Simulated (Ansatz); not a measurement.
An Ansatz (a first-principles code) input:

Ansatz 0.2 input:
```yaml
crystal:
  lattice:
    - [3.48229113, 0.0, 0.0]
    - [-1.741145565, 3.0157525819, 0.0]
    - [0.0, 0.0, 5.8641835472]
  atoms:
    - { symbol: Ti, position: [0.0, 0.0, 0.0] }
    - { symbol: Se, position: [0.3333333333, 0.6666666667, 0.2648005367] }
    - { symbol: Se, position: [0.6666666667, 0.3333333333, 0.7351994633] }
kpoints:
  mp_grid: { grid: [10, 10, 5] }
  band_path:
    path:
      - [[0.0, 0.0, 0.0], [0.5, 0.0, 0.0], [0.3333333333, 0.3333333333, 0.0], [0.0, 0.0, 0.0], [0.0, 0.0, 0.5], [0.5, 0.0, 0.5], [0.3333333333, 0.3333333333, 0.5], [0.0, 0.0, 0.5]]  # Γ-M-K-Γ-A-L-H-A
      - [[0.5, 0.0, 0.5], [0.5, 0.0, 0.0]]  # L-M
      - [[0.3333333333, 0.3333333333, 0.5], [0.3333333333, 0.3333333333, 0.0]]  # H-K
    npoints: 8
basis: { xc_grid: 2 }
hamiltonian:
  xc: pbe
  dispersion: d3bj
  pseudopotentials: { kind: paw }
magnetization: { noncollinear: true, spin_orbit: true }
scf:
  n_extra_bands: 12
  convergence: { dr2_threshold: 0.0000000001 }
  occupations: { method: gaussian, width: 0.05 }
output: { eigenvalues: true }
```

How many symmetry operations and irreducible k-points will the run report?

12 operations, 58 of 500 k-points.

With a cutoff of 420 eV, how many plane waves at Γ?

1189.

It took very roughly 70 core-seconds on shared server cores.

Space group P-3m1 (CdI2 type). The PBE+D3(BJ) relaxation kept the symmetry of its start. The run is not spin-polarised.

Potentials: the later of the program's two PAW sets.

Ansatz is a plane-wave DFT program.
